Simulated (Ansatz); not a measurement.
## Notes on Bi$_{3}$Ir$_{2}$

```yaml
crystal:
  lattice:
    - [-2.16531, 3.58998, 4.48557]
    - [4.33063, 0.00000, 0.00000]
    - [2.16531, 3.58998, -4.48557]
  atoms:
    - { symbol: Bi, position: [0.00000, 0.00000, 0.00000] }
    - { symbol: Bi, position: [0.70320, 0.50000, 0.70320] }
    - { symbol: Bi, position: [0.29680, 0.50000, 0.29680] }
    - { symbol: Ir, position: [0.72450, 0.22450, 0.27550] }
    - { symbol: Ir, position: [0.27550, 0.77550, 0.72450] }
```

Method: PBE, no spin polarisation; PAW, plane waves to 420 eV, 8×8×8 Γ-centred mesh, fermi-dirac occupations (width 0.0348 eV) (Ansatz 0.2.0), atoms fixed.

(1) Is the cell too large or too small?

(2) Give the Bader charges.

(3) What do density and ELF say about some of the short contacts?

(4) Where is the largest force?

(5) Metal or insulator?

Origin: a known structure type with other elements, at an estimated volume, so it need not be a known compound. Caveats: many states at the Fermi level without spin polarisation, so a magnetic state may lie lower.

Results:

(1) The pressure is -6.4 GPa (compression positive), so with the atoms held at these fractions the cell would first shrink. The principal stresses -20.5, -4.0, 5.2 GPa differ, so its shape would change too.

(2) Bader charges in e: Bi +0.39, Ir -0.58. In the mean Bi gives up most and Ir takes most.

(3) Bi–Bi at 2.92 Å: least valence density 0.30 e/Å³ and ELF 0.31 there. Bi–Ir at 3.26 Å: least valence density 0.19 e/Å³ and ELF 0.29 there. Both are smooth PAW fields, read partly inside the augmentation spheres.

(4) The largest is on Ir4 (and as large on other atoms): 0.09 eV/Å, components (0.00, 0.00, 0.09). It makes 41° with the line to a nearest neighbour, Bi3 at 3.26 Å, pointing towards it.

(5) It is a metal, with about 7.7 states/eV a cell as the mean within 0.25 eV of the Fermi level, mostly Ir d (73 %) and Bi p (17 %).
